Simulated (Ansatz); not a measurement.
With the program Ansatz at the PBEsol level (PAW), Mn₃GeN in the anti-perovskite structure (Pm-3m) relaxes to a = 3.717 Å. Ge has 12 nearest neighbours from 2.63 Å (cuboctahedral); N has 6 nearest neighbours from 1.86 Å (octahedral). Its formation energy from the elements is -0.29 eV/atom, with no fitted shifts.

Electronic character: metallic (no gap). The magnetic state found is ferromagnetic. The net moment is 0.42 μB per atom.

The bulk modulus is 2620 kbar.

The start of the workflow was typed in or built on a structure type; neither database checked (COD, Materials Project) lists it. Whether it is the stable phase at ambient conditions was not checked. Symmetry was held in the PBEsol relaxation; whether a distortion lowers the energy is not shown. Spin order of the final state: ferromagnetic, chosen from 4 collinear starts compared on coarse meshes (ties went to the first, and starts can fall back to one state), not a proven ground state. The volume moved by -16 % from the start of the relaxation. No Hubbard U is applied. The references are the lowest solids computed at this level, not always the standard phases (solids in place of the gases). Scalar-relativistic: spin–orbit coupling is off unless named, which matters more the heavier the elements.

Potentials: the earlier of the program's two PAW sets. The files were generated under PBE; for other functionals the program regenerates the frozen cores, and for LDA and PBEsol the local potential too.
